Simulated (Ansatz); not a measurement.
Q: TaN (rock salt, space group No. 225) is relaxed with r²SCAN (plane waves, PAW; program Ansatz). What lattice parameters of the conventional cell result?

A: a = 4.396 Å.

Q: Is it a metal or does it have a gap at this level?

A: No gap at this level.

Space group Fm-3m (rock salt). The cell was relaxed with r²SCAN under the symmetry of its start; of distortions, only those at the zone centre were tested. No spin polarisation was allowed. Scalar-relativistic: spin–orbit coupling is off unless named, which matters more the heavier the elements.

Potentials: the later of the program's two PAW sets.
